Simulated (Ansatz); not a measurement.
# Ir under pressure

All numbers below come from DFT PBEsol, scalar-relativistic, plane waves, PAW (Ansatz). Cutoff 420 eV, 18×18×10 k-points (Γ-centred), Fermi-Dirac smearing of 0.15 eV. No spin polarisation. Phonons by linear response, acoustic sum rule imposed.

The cell, relaxed at this level:
```
Ir
1.0
     2.72132    0.00000    0.00000
    -1.36066    2.35673    0.00000
     0.00000    0.00000    4.41002
Ir
2
Direct
  0.66667 0.33333 0.75000
  0.33333 0.66667 0.25000
```

In a metal, frequencies and elastic constants depend on the k mesh and the smearing, soft modes and shear constants most. Spin–orbit coupling is left out, which matters for heavy elements.

The cell is relaxed again at 3 and 8 and 15 GPa. How do volume, gap and optical modes at Γ (cm⁻¹, counted from the lowest optical one; a degenerate one stands once) change?

Results:

```
          0 GPa  3 GPa  8 GPa  15 GPa
    V/V0  1.000  0.992  0.980   0.964
gap (eV)   0.00   0.00   0.00    0.00
  mode 1    122    123    126     130
  mode 3    201    205    213     222
```

This form isn't the element's structure at ambient conditions.

Cost: 4 runs of about 4.2 core-minutes in all, on Intel Xeon Platinum 8488C (Sapphire Rapids) (shared hosts).